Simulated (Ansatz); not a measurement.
## BP: do energies and stresses tell the same story?

Computed with DFT r2SCAN, scalar-relativistic, plane waves, PAW in Ansatz.

Plane waves to 500 eV, a k mesh through Γ of 10×10×10 on the computed 2-atom cell and Gaussian smearing (0.02 eV); no spin polarisation.

Relaxed cell: F-43m, a = 4.537 Å, b = 4.537 Å, c = 4.537 Å, α = 90.00°, β = 90.00°, γ = 90.00°, 2 atoms in the primitive cell.

Energies at zero smearing and pressures from the stress tensor, at volumes with shape and atoms relaxed:
| V (Å³/atom) | E − E(first) (meV/atom) | P (GPa) |
| --- | --- | --- |
| 10.270 | 0.00 | 27.46 |
| 10.620 | -50.60 | 19.05 |
| 10.970 | -84.08 | 11.77 |
| 11.320 | -102.75 | 5.46 |
| 11.670 | -108.58 | 0.00 |
| 12.020 | -103.28 | -4.74 |
| 12.371 | -88.34 | -8.84 |
| 12.837 | -55.61 | -13.47 |

Check P = −dE/dV between neighbouring volumes, and get the bulk modulus from the pressures alone.

With 1 eV/Å³ = 160.2 GPa:
```json
{"middle V (Å³/atom)": "10.445", "−ΔE/ΔV (GPa)": "23.156", "mean P (GPa)": "23.256"}
{"middle V (Å³/atom)": "10.795", "−ΔE/ΔV (GPa)": "15.323", "mean P (GPa)": "15.410"}
{"middle V (Å³/atom)": "11.145", "−ΔE/ΔV (GPa)": "8.542", "mean P (GPa)": "8.617"}
{"middle V (Å³/atom)": "11.495", "−ΔE/ΔV (GPa)": "2.668", "mean P (GPa)": "2.733"}
{"middle V (Å³/atom)": "11.845", "−ΔE/ΔV (GPa)": "-2.425", "mean P (GPa)": "-2.368"}
{"middle V (Å³/atom)": "12.195", "−ΔE/ΔV (GPa)": "-6.838", "mean P (GPa)": "-6.790"}
{"middle V (Å³/atom)": "12.604", "−ΔE/ΔV (GPa)": "-11.231", "mean P (GPa)": "-11.157"}
```

The two differ by 0.10 GPa at most. The mean of two end pressures misses the average over a step by about ΔV² P″/12, up to 0.10 GPa here; with that taken off 0.00 GPa remains. Around V = 11.670 Å³/atom, the two neighbours give B = −V ΔP/ΔV = 11.670 × 10.20 / 0.700 = 170.0 GPa, against B0 = 169.3 GPa from the Birch–Murnaghan fit of the energies.